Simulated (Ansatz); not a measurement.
**TiB2: from a starting cell to a relaxed one**

The start is a relaxed TiB2 cell, doubled along one cell vector, shaken by Gaussian noise of σ = 0.08 Å a coordinate. Cell shape, volume and atoms are optimised at zero target pressure with r2SCAN (plane waves to 500 eV, PAW, scalar-relativistic; Ansatz, an electronic-structure program). First-step values are on the input's coarse k-mesh.

Ansatz input (later rounds restart from its end on a renewed k-mesh):
Ansatz 0.2 input:
```yaml
crystal:
  lattice:
    - [3.0303599469, 0, 0]
    - [-1.5151799734, 2.6243686966, 0]
    - [0, 0, 14.2428462864]
  atoms:
    - { symbol: B, position: [0.3619852569, 0.7208189869, 0.0334548545] }
    - { symbol: B, position: [0.3328516199, 0.6485222813, 0.5199916138] }
    - { symbol: B, position: [0.6856639751, 0.3216284876, 0.2757274971] }
    - { symbol: B, position: [0.6612814179, 0.3653400789, 0.7733783573] }
    - { symbol: B, position: [-0.0117134605, -0.0215218822, 0.0526936282] }
    - { symbol: B, position: [0.0225745683, 0.02092875, 0.5502166775] }
    - { symbol: B, position: [0.0465625106, 0.0384841852, 0.2992238185] }
    - { symbol: B, position: [0.0086584253, 0.0052054522, 0.7915150233] }
    - { symbol: Ti, position: [0.3196873669, 0.6326859826, 0.1775848981] }
    - { symbol: Ti, position: [0.2757788123, 0.6228621957, 0.6717631623] }
    - { symbol: Ti, position: [0.6786149366, 0.3513142615, 0.4163533632] }
    - { symbol: Ti, position: [0.6790008896, 0.3590645136, 0.9249035115] }
basis: { ecutwfc: 500, ecutrho_ratio: 4, xc_grid: 4, fft_grid_basis: typed }
kpoints: { mp_grid: { grid: [9, 9, 2] } }
hamiltonian:
  xc: r2scan
  dispersion: none
  pseudopotentials: { kind: paw }
scf: { occupations: { method: fermi_dirac, width: 0.05 } }
relax: { f_tol: 0.01, max_steps: 100, cell: { stress_tol: 0.02 } }
output: { forces: true, stress: true }
```

```json
{
 "initial_pressure": "+3 GPa (positive: the cell is compressed)",
 "largest_initial_force": "about 3.3 eV/Å, on Ti11 (atoms numbered as listed)",
 "energy_released": "0.09 eV/atom",
 "relative_to_the_parent": "The parent structure is recovered, P6₃mc (No. 186)",
 "Shortest distances (start → end)": "The closest pairs of elements (up to four, under 3.6 Å), start → end: B–B 1.67 → 1.78 Å; B–Ti 2.01 → 2.17 Å; Ti–Ti 3.03 → 3.03 Å",
 "optimiser_moves": "5"
}
```

Final values are on a 18×18×7 k-mesh of the relaxed cell. No spin polarisation in the result.

The relaxed structure here is a generated cell of TiB2: the first start was made by placing the elements on the sites of a structure type, and the end was not matched to a known phase here, so it may be hypothetical. Known forms of TiB2 include space group No. 191.
